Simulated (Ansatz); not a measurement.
Ge:
```yaml
crystal:
  lattice:
    - [-5.24120, 5.24120, 5.24120]
    - [5.24120, -5.24120, 5.24120]
    - [5.24120, 5.24120, -5.24120]
  atoms:
    - { symbol: Ge, position: [0.00000, 0.00000, 0.00000] }
    - { symbol: Ge, position: [0.27107, 0.27107, 0.27107] }
    - { symbol: Ge, position: [0.00000, 0.00000, 0.72893] }
    - { symbol: Ge, position: [0.00000, 0.72893, 0.00000] }
    - { symbol: Ge, position: [0.72893, 0.00000, 0.00000] }
    - { symbol: Ge, position: [0.50000, 0.25000, 0.75000] }
    - { symbol: Ge, position: [0.50000, 0.75000, 0.25000] }
    - { symbol: Ge, position: [0.75000, 0.50000, 0.25000] }
    - { symbol: Ge, position: [0.25000, 0.50000, 0.75000] }
    - { symbol: Ge, position: [0.25000, 0.75000, 0.50000] }
    - { symbol: Ge, position: [0.75000, 0.25000, 0.50000] }
    - { symbol: Ge, position: [0.44048, 0.44048, 0.16932] }
    - { symbol: Ge, position: [0.27116, 0.27116, 0.83068] }
    - { symbol: Ge, position: [0.72884, 0.55952, 0.00000] }
    - { symbol: Ge, position: [0.55952, 0.72884, 0.00000] }
    - { symbol: Ge, position: [0.16932, 0.44048, 0.44048] }
    - { symbol: Ge, position: [0.83068, 0.27116, 0.27116] }
    - { symbol: Ge, position: [0.00000, 0.72884, 0.55952] }
    - { symbol: Ge, position: [0.00000, 0.55952, 0.72884] }
    - { symbol: Ge, position: [0.44048, 0.16932, 0.44048] }
    - { symbol: Ge, position: [0.27116, 0.83068, 0.27116] }
    - { symbol: Ge, position: [0.55952, 0.00000, 0.72884] }
    - { symbol: Ge, position: [0.72884, 0.00000, 0.55952] }
```

r²SCAN (plane waves, PAW; program Ansatz) gives a gap of 1.24 eV without spin–orbit coupling, maximum at N, minimum on the P–H line, 72 % of the way from P.

Question: What happens when spin–orbit coupling is switched on?

Answer: The gap decreases by 0.01 eV, to 1.23 eV; maximum at N, minimum on the P–H line, 72 % of the way from P.

Space group I-43m. The start of the workflow was typed in or built on a structure type; neither database checked (COD, Materials Project) lists it. It is not the phase usual at ambient conditions (space group No. 227). The r²SCAN relaxation kept the symmetry of its start; its stability against distortions is not shown here.

Potentials: the later of the program's two PAW sets.
